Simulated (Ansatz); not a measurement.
TaAs (NbAs type, space group I4_1md)

```cif
data_As4Ta4
_chemical_formula_sum 'Ta4 As4'
_space_group_name_H-M_alt 'I41md'
_space_group_IT_number 109
_space_group_name_Hall 'I 4bw -2'
_cell_length_a 3.44190
_cell_length_b 3.44190
_cell_length_c 11.71227
_cell_angle_alpha 90.000
_cell_angle_beta 90.000
_cell_angle_gamma 90.000
loop_
_atom_site_label
_atom_site_type_symbol
_atom_site_symmetry_multiplicity
_atom_site_Wyckoff_symbol
_atom_site_fract_x
_atom_site_fract_y
_atom_site_fract_z
_atom_site_occupancy
Ta1 Ta 4 a 0.00000 0.00000 0.74928 1
As1 As 4 a 0.00000 0.00000 0.16672 1
```
(The calculation used a cell of 4 atoms; values per cell refer to that cell.)

Equation-of-state scan: isotropic scaling of the cell above, V₀ being its volume. The atoms relax within the cell's symmetry.

Calculation: r2SCAN (plane waves to 500 eV, PAW, scalar-relativistic; Ansatz, a program for electronic structure). k mesh 19×19×19 (Γ-centred), Fermi-Dirac smearing 0.05 eV. Energies are smeared free energies. Stress and pressure are positive under compression. At this level the bands of TaAs touch or barely overlap. Spin-orbit coupling is left out, though Ta is heavy. TaAs is run without spin polarisation. TaAs was relaxed with its symmetry unable to fall. ΔE is measured from the relaxed starting cell.

### Question
What ΔE (meV/atom) and P (GPa) does the calculation give at V/V₀ = 0.952, 0.964, 0.988, 1.012, 1.024, 1.036?

### Answer
```
V/V₀   ΔE (meV/atom)  P (GPa)
-----  -------------  -------
0.952             26     10.3
0.964             14      7.5
0.988              2      2.3
1.012              1     -2.2
1.024              6     -4.3
1.036             12     -6.2
```

(Under strain, the slope of the energy per volume gives the stress and its curvature an elastic modulus.)
